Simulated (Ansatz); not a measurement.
PbO:
Space group P4/nmm, origin choice 1 (No. 129); a = 4.0561 Å, b = 4.0561 Å, c = 5.5976 Å, α = 90.00°, β = 90.00°, γ = 90.00°

| atom | site | symmetry | x | y | z |
|---|---|---|---|---|---|
| Pb | 2c | 4mm | 0.5000 | 0.0000 | 0.2127 |
| O | 2a | -4m2 | 0.0000 | 0.0000 | 0.0000 |

Relaxed at zero pressure with DFT-PBE in the program Ansatz with PAW potentials.

Task: The volume is lowered by 3 % and shape and atoms relax at that volume. What pressure results, and how do the axes share the change?

Result: 0.3 GPa; a -0.1 %, b -0.1 %, c -2.8 %; the energy rises by 1 meV/atom.

Task: Give the new structure.

Result: 
Space group P4/nmm, origin choice 1 (No. 129); a = b = 4.0512 Å, c = 5.4427 Å, α = β = γ = 90.00°

```json
[
 {"atom": "Pb", "site": "2c", "symmetry": "4mm", "x": "0.5000", "y": "0.0000", "z": "0.2187"},
 {"atom": "O", "site": "2a", "symmetry": "-4m2", "x": "0.0000", "y": "0.0000", "z": "0.0000"}
]
```

The phase is kept; no other phase was compared at this pressure.

The PBE relaxation kept the symmetry of its start. The volume lies over 15 % above that of the usual cell of this phase: another minimum, or an error of the functional. A crystal of weakly bound layers computed without a dispersion correction: the cell and the soft elastic constants depend strongly on that. Scalar-relativistic: spin–orbit coupling is off unless named, which matters more the heavier the elements.

Potentials: the later of the program's two PAW sets.
